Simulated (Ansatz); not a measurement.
Crystals of one structure type (rock salt) and one family of elements, relaxed and computed with PBE (plane waves, PAW; program Ansatz).

| crystal | gap (eV) | electron conductivity mass (mₑ) |
|---|---|---|
| KI | 3.86 | 0.34 |
| RbBr | 4.19 | 0.39 |
| RbCl | 4.83 | 0.44 |
| LiBr | 4.91 | 0.35 |
| KF | 5.96 | 0.55 |
| NaF | 6.09 | ? |
| LiF | 8.83 | 0.86 |

Q: Fit a straight line to ln m* against ln E_g and predict the withheld value.

A: Least squares on the 6 shown rows: ln m* = 1.13 × ln E_g + (-2.640), with a scatter of 9 %. For NaF this gives 0.55. The run itself gave 0.56, within the scatter.

All cells were relaxed under the symmetry of their starts (and spin orders); stability against distortions was not tested throughout. Spin–orbit coupling is left out wherever it is not named.

Potentials: the later of the program's two PAW sets.
